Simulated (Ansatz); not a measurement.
Ni$_{2}$Ge:
Space group P6₃/mmc (No. 194); a = b = 3.978 Å, c = 5.037 Å, α = β = 90.00°, γ = 120.00°

```
atom  site  symmetry       x       y       z
----  ----  --------  ------  ------  ------
Ni      2d      -6m2  0.6667  0.3333  0.2500
Ni      2a      -3m.  0.0000  0.0000  0.0000
Ge      2c      -6m2  0.3333  0.6667  0.2500
```

Relaxed with r²SCAN.

Tabulate the valence density and the electron localisation function along the shortest Ni–Ge contact (2.30 Å), plane-wave PAW r²SCAN (Ansatz code).



| distance from Ni (Å) | density (e/Å³) | ELF |
|---|---|---|
| 0.23 | 37.39 | 0.60 |
| 0.34 | 21.22 | 0.49 |
| 0.46 | 10.32 | 0.39 |
| 0.57 | 4.70 | 0.31 |
| 0.69 | 2.17 | 0.26 |
| 0.80 | 1.09 | 0.23 |
| 0.92 | 0.67 | 0.25 |
| 1.03 | 0.54 | 0.32 |
| 1.15 | 0.50 | 0.41 |
| 1.26 | 0.52 | 0.45 |
| 1.38 | 0.59 | 0.42 |
| 1.49 | 0.79 | 0.38 |
| 1.61 | 1.27 | 0.30 |
| 1.72 | 2.57 | 0.18 |
| 1.84 | 6.25 | 0.07 |
| 1.95 | 15.18 | 0.03 |
| 2.07 | 30.88 | 0.01 |

The density is the valence pseudo-density with augmentation charge, so density and ELF within about 1 Å of a nucleus are not all-electron values.

Space group P6_3/mmc. The workflow started from a Materials Project entry (that database holds measured and hypothetical structures alike); the Crystallography Open Database copy checked does not list it. Whether it is the stable phase at ambient conditions was not checked. The cell was relaxed with r²SCAN under the symmetry of its start; its stability against distortions is not shown here. No spin polarisation was allowed.

Potentials: the later of the program's two PAW sets.
